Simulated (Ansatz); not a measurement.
# Ni$_{3}$C: computed property card

Ni3C:
```xyz
8
Lattice="2.2651 1.3078 4.2673 -2.2651 1.3078 4.2673 0.0000 -2.6155 4.2673" Properties=species:S:1:pos:R:3 pbc="T T T"
Ni     1.5246     0.0252     7.4678
Ni    -1.5246    -0.0252     5.3342
Ni    -0.7841     1.3078     7.4678
Ni     0.7841    -1.3078     5.3342
Ni    -0.7405    -1.3329     7.4678
Ni     0.7405     1.3329     5.3342
C      0.0000     0.0000     6.4010
C      0.0000     0.0000     0.0000
```

Space group R-3c (No. 167); conventional cell a = b = 4.530 Å, c = 12.802 Å, α = β = 90.00°, γ = 120.00°.

Method: the program Ansatz at the PBEsol level (PAW). The cell and atoms are relaxed at this level. Other levels are named where they apply.

### Cell and energy

```json
{
 "volume_per_atom": "9.48 Å³",
 "density": "8.24 g/cm³",
 "Formation energy from the elements (no fitted shifts)": "0.015 eV/atom"
}
```

### Electronic structure

```json
{
 "electronic_character": "metallic (no gap)",
 "Density of states at the Fermi level": "0.72 states/eV per atom (mean over ±0.08 eV)"
}
```

### Mechanics

```json
{
 "Bulk modulus (Birch–Murnaghan fit)": "223 GPa",
 "Pressure derivative B′": "5.5",
 "Elastic constants (relaxed ions, GPa)": "C11 = 318, C12 = 188, C13 = 177, C14 = -22.9, C33 = 312, C44 = 102",
 "mechanical_stability": "stable (all eigenvalues of C positive)",
 "hill_bulk_and_shear_moduli": "226 and 76.7 GPa",
 "Young's modulus": "207 GPa",
 "Poisson's ratio": "0.35",
 "debye_temperature_from_the_elastic_constants": "482 K"
}
```

### Phonons

```json
{
  "highest_zone_centre_frequency": "705 cm⁻¹",
  "zone_centre_stability": "no imaginary mode at Γ"
}
```

The workflow started from a Materials Project entry (that database holds measured and hypothetical structures alike); the Crystallography Open Database files this formula in space group No. 167, but the cells were not matched. Whether it is the stable phase at ambient conditions was not checked. Symmetry was held in the PBEsol relaxation. The run is not spin-polarised. As this level gives no gap, shear constants depend on the k-mesh and smearing (Fermi–Dirac, 0.1 eV here). As this level gives no gap, phonon frequencies hold no LO–TO term and depend on the k-mesh and smearing (Fermi–Dirac, 0.1 eV here). The references are the lowest solids computed at this level, not always the standard phases.

Potentials: the later of the program's two PAW sets.
